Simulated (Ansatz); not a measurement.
Co$_{2}$Cl: input and output

Input file of Ansatz 0.2.0:

```yaml
crystal:
  lattice:
    - [3.43303524, 0.0, 0.0]
    - [0.0, 5.26942382, 0.0]
    - [0.0, 0.0, 5.17959463]
  atoms:
    - { symbol: Co, position: [0.0, 0.347, 0.258], spin: 3, spin_axis: [-0.13762, 0.55358, 0.82135] }
    - { symbol: Co, position: [0.5, 0.153, 0.758], spin: 3, spin_axis: [-0.67556, 0.62517, -0.39088] }
    - { symbol: Co, position: [0.0, 0.653, 0.742], spin: 3, spin_axis: [-0.51234, -0.29111, 0.80794] }
    - { symbol: Co, position: [0.5, 0.847, 0.242], spin: 3, spin_axis: [-0.115, 0.84407, 0.52375] }
    - { symbol: Cl, position: [0.0, 0.0, 0.0] }
    - { symbol: Cl, position: [0.5, 0.5, 0.5] }
kpoints:
  mp_grid: { grid: [5, 4, 4], shift: [0, 0, 0] }
  band_path:
    path:
      - [0.0, 0.0, 0.0]
      - [0.0, 0.0, -0.5]
      - [0.0, -0.5, -0.5]
      - [0.0, -0.5, 0.0]
      - [0.0, 0.0, 0.0]
      - [-0.5, 0.0, 0.0]
      - [-0.5, 0.0, -0.5]
      - [-0.5, -0.5, -0.5]
      - [-0.5, -0.5, 0.0]
      - [-0.5, 0.0, 0.0]
      - [0.0, 0.0, -0.5]
    npoints: 6
magnetization:
  noncollinear: true
  spin_orbit: false
scf:
  occupations: { method: fermi_dirac }
  lower_state_search: "off"
  max_iter: 200
hamiltonian:
  pseudopotentials: { kind: paw }
  xc: lda
basis:
  ecutwfc: 420
  fft_grid_basis: typed
output:
  forces: true
  stress: true
  eigenvalues: true
  bader: true
  populations: true
  elf: true
  write_potential: true
  volumetric_format: npy
  dos:
    e_range: [-12, 8]
    de: 0.05
    projected: { site_lists: { Cl: [Cl], Co: [Co] } }
    method: { smearing: { sigma: 0.1, scheme: gaussian } }
checkpoint:
  read: saved_state
```

The run starts from an earlier solution of this cell. Magnetic state (reached from a saved solution, and it need not be the lowest): Co1 along (-0.53, 0.60, 0.60), Co2 along (-0.53, 0.60, 0.60), Co3 along (-0.53, 0.60, 0.60), Co4 along (-0.53, 0.60, 0.60).

Excerpt of what it printed:

```
SCF iter   1: F=—  Δρ=2.19e-2  dr2=2.58e-3  dr2_m=2.06e-1  |M|=6.13e0 ∫|m|=6.66e0 μB
SCF iter   2: F=—  Δρ=1.53e-2  dr2=1.39e-3  dr2_m=1.01e-1  |M|=6.13e0 ∫|m|=6.66e0 μB
SCF iter   3: F=—  Δρ=1.08e-2  dr2=2.98e-3  dr2_m=5.04e-2  |M|=6.13e0 ∫|m|=6.66e0 μB
SCF iter   4: F=—  Δρ=6.70e-3  dr2=3.24e-3  dr2_m=2.29e-2  |M|=6.13e0 ∫|m|=6.67e0 μB
SCF iter   5: F=—  Δρ=4.65e-3  dr2=7.06e-5  dr2_m=1.08e-2  |M|=6.14e0 ∫|m|=6.67e0 μB
SCF iter   6: F=—  Δρ=3.25e-3  dr2=1.31e-4  dr2_m=5.33e-3  |M|=6.14e0 ∫|m|=6.67e0 μB
SCF iter   7: F=—  Δρ=2.29e-3  dr2=5.25e-5  dr2_m=2.60e-3  |M|=6.14e0 ∫|m|=6.67e0 μB
SCF iter   8: F=—  Δρ=1.59e-3  dr2=4.48e-5  dr2_m=1.29e-3  |M|=6.14e0 ∫|m|=6.67e0 μB
SCF iter   9: F=—  Δρ=1.12e-3  dr2=1.38e-5  dr2_m=6.33e-4  |M|=6.14e0 ∫|m|=6.67e0 μB
SCF iter  10: F=—  Δρ=7.91e-4  dr2=1.01e-5  dr2_m=3.10e-4  |M|=6.14e0 ∫|m|=6.67e0 μB
SCF iter  11: F=—  Δρ=5.53e-4  dr2=3.65e-7  dr2_m=1.54e-4  |M|=6.14e0 ∫|m|=6.67e0 μB
SCF iter  12: F=—  Δρ=3.89e-4  dr2=7.44e-8  dr2_m=7.57e-5  |M|=6.14e0 ∫|m|=6.67e0 μB
SCF iter  13: F=—  Δρ=2.73e-4  dr2=3.07e-7  dr2_m=3.77e-5  |M|=6.14e0 ∫|m|=6.67e0 μB
SCF iter  14: F=—  Δρ=6.33e-4  dr2=3.59e-4  dr2_m=4.81e-5  |M|=6.14e0 ∫|m|=6.68e0 μB  recentre
SCF iter  15: F=—  Δρ=2.33e-5  dr2=2.04e-7  dr2_m=2.92e-7  |M|=6.14e0 ∫|m|=6.68e0 μB
SCF iter  16: F=—  Δρ=1.29e-4  dr2=1.49e-5  dr2_m=2.04e-6  |M|=6.14e0 ∫|m|=6.68e0 μB  recentre
SCF iter  17: F=—  Δρ=3.28e-5  dr2=9.53e-7  dr2_m=2.34e-7  |M|=6.14e0 ∫|m|=6.68e0 μB
SCF iter  18: F=—  Δρ=6.69e-5  dr2=4.10e-6  dr2_m=5.14e-7  |M|=6.14e0 ∫|m|=6.68e0 μB  recentre
SCF iter  19: F=-22333.5198 eV  Δρ=1.03e-5  dr2=9.72e-8  dr2_m=2.12e-8  |M|=6.14e0 ∫|m|=6.68e0 μB
Magnetization: |M| = 6.1378 μB,  M = (-3.2699, +3.6596, +3.6861) μB
Absolute magnetization: 6.6757 μB (∫|m|, with the PAW one-centre terms)
  site 0: m = (-0.8123, +0.9091, +0.9157) μB, |m| = 1.5247 μB  (R = 0.93 Å)
  site 1: m = (-0.8124, +0.9092, +0.9157) μB, |m| = 1.5248 μB  (R = 0.93 Å)
  site 2: m = (-0.8124, +0.9091, +0.9158) μB, |m| = 1.5248 μB  (R = 0.93 Å)
  site 3: m = (-0.8123, +0.9092, +0.9157) μB, |m| = 1.5247 μB  (R = 0.93 Å)
  site 4: m = (-0.0385, +0.0431, +0.0434) μB, |m| = 0.0722 μB  (R = 0.93 Å)
  site 5: m = (-0.0385, +0.0431, +0.0434) μB, |m| = 0.0722 μB  (R = 0.93 Å)
Free energy (F): -22333.5198 eV
Harris-Foulkes:  -22333.5198 eV  (|F-HF|=8.58e-8)
Internal energy: -22333.2705 eV  (E = F + TS)
E sigma→0 (E₀):  -22333.3952 eV
Entropy (-TS):   -0.2493 eV (-41.554 meV/atom)
Fermi energy:    11.5803 eV
--- Forces (eV/Å), atoms counted from 1 ---
  atom   1  Co     0.0000    -0.1765    -0.1988
  atom   2  Co     0.0000     0.1765    -0.1987
  atom   3  Co     0.0000     0.1765     0.1987
  atom   4  Co     0.0000    -0.1765     0.1988
  atom   5  Cl     0.0000     0.0000    -0.0001
  atom   6  Cl     0.0000     0.0000     0.0001
--- Stress (GPa, compression-positive) ---
      -12.7726       0.0000       0.0000
        0.0000     -18.3950       0.0000
        0.0000       0.0000     -17.7122
  P = ⅓ Tr σ = -16.2933 GPa (-162.933 kbar)
--- Löwdin populations: 6 sites ---
  site symbol       q [e]
     0     Co     16.6514
     1     Co     16.6513
     2     Co     16.6513
     3     Co     16.6514
     4     Cl      7.0558
     5     Cl      7.0558
  spilling = 0.0156 (of n_electrons = 82.0000)
```

Origin: a known structure type with other elements, at an estimated volume, so it need not be a known compound. Caveats: the k mesh is coarse if the cell is a metal; atoms or cell far from equilibrium.
